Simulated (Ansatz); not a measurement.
ZnSe (zinc blende, F-43m), a = 5.666 Å, b = 5.666 Å, c = 5.666 Å, α = 90.00°, β = 90.00°, γ = 90.00°; the cell used has 2 atoms.

Relaxed with r²SCAN.

Task: Decompose the optical modes at the zone centre into irreducible representations, and say which are infrared and Raman allowed.

Result: Point group -43m: Γ_opt = T2. Infrared: T2. Raman: T2.

Task: Assign frequencies (DFPT, r²SCAN in the plane-wave PAW code Ansatz; without the LO–TO term).

Result: T2 204 cm⁻¹.

Symmetry was held in the r²SCAN relaxation; phonons on a q-mesh show no instability.

Potentials: the earlier of the program's two PAW sets.
